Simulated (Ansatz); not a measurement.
Ge4N, before and after

The guess for Ge4N was made by a generator: random cell by space group and Wyckoff sites (Pm-3m, No. 221). Lengths were set from tabulated atomic sizes, so they are only a guess.

start.cif

```cif
data_structure
_symmetry_space_group_name_H-M 'Pm-3m'
_symmetry_Int_Tables_number 221
_cell_length_a 4.6098
_cell_length_b 4.6098
_cell_length_c 4.6098
_cell_angle_alpha 90.000
_cell_angle_beta 90.000
_cell_angle_gamma 90.000
_cell_volume 97.96
loop_
_atom_site_label
_atom_site_type_symbol
_atom_site_symmetry_multiplicity
_atom_site_Wyckoff_symbol
_atom_site_fract_x
_atom_site_fract_y
_atom_site_fract_z
_atom_site_occupancy
Ge1 Ge 3 c 0.00000 0.50000 0.50000 1
Ge2 Ge 1 a 0.00000 0.00000 0.00000 1
N1 N 1 b 0.50000 0.50000 0.50000 1
```

All numbers below come from DFT PBE, scalar-relativistic, plane waves, PAW (Ansatz 0.2.0). Cutoff 420 eV, Gaussian smearing, Γ-centred meshes. Cell and atoms relax first on a coarse mesh and then on a finer one. In between, the cell is made exact in the group found at 0.06 Å. In metals the finer mesh still leaves noise of several meV/atom or more. The steps can't lower the symmetry of their start. No spin polarisation.

end.cif

```cif
data_structure
_symmetry_space_group_name_H-M 'Pm-3m'
_symmetry_Int_Tables_number 221
_cell_length_a 4.4273
_cell_length_b 4.4273
_cell_length_c 4.4273
_cell_angle_alpha 90.000
_cell_angle_beta 90.000
_cell_angle_gamma 90.000
_cell_volume 86.78
loop_
_atom_site_label
_atom_site_type_symbol
_atom_site_symmetry_multiplicity
_atom_site_Wyckoff_symbol
_atom_site_fract_x
_atom_site_fract_y
_atom_site_fract_z
_atom_site_occupancy
Ge1 Ge 3 c 0.00000 0.50000 0.50000 1
Ge2 Ge 1 a 0.00000 0.00000 0.00000 1
N1 N 1 b 0.50000 0.50000 0.50000 1
```

The symmetry stays Pm-3m (No. 221). The volume per atom shrinks by 11.4 %, from 19.6 to 17.4 Å³. The shortest distance goes from 2.30 Å (Ge–N) to 2.21 Å (Ge–N).

For Ge4N, the volume per atom is 17.36 Å³ and the density is 5.83 g/cm³. The formation energy is +0.67 eV/atom. The gap on the 8×8×8 mesh of the 5-atom cell is 0 eV (a metal).

Energies over the elements count from the elements' standard structures at the same level (N₂ as a molecule), with no fitted energy shifts. It can't be a ground state, since the elements alone are lower.

The last run used Gaussian smearing of 0.10 eV. A structure relaxed within its symmetry needn't be a true minimum. In all, the 3 runs took 61 s on 1 thread of Arm Neoverse N1, on a shared host.
